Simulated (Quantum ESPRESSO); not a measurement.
```
WO3
1.0
    7.40294     0.00000     0.00000
   -3.70147     6.41113     0.00000
    0.00000     0.00000     3.80639
O W
9 3
Direct
  0.21423   0.42846   0.00000
  0.78577   0.57154   0.00000
  0.78577   0.21423   0.00000
  0.21423   0.78577   0.00000
  0.57154   0.78577   0.00000
  0.42846   0.21423   0.00000
  0.00000   0.50000   0.50000
  0.50000   0.00000   0.50000
  0.50000   0.50000   0.50000
  0.50000   0.50000   0.00000
  0.00000   0.50000   0.00000
  0.50000   0.00000   0.00000
```

The geometry is that of Materials Project entry mp-545665, symmetrised and not relaxed again.

**Question.** What does norm-conserving PBEsol (Quantum ESPRESSO, 84 Ry, no spin-orbit coupling) give for the electronic structure near the Fermi level?

**Answer.** The PBEsol gap is indirect, 0.62 eV, from A to Γ; the smallest direct gap is 1.38 eV. Spin-orbit coupling is left out, which matters for elements this heavy: edges can move by tenths of an eV.
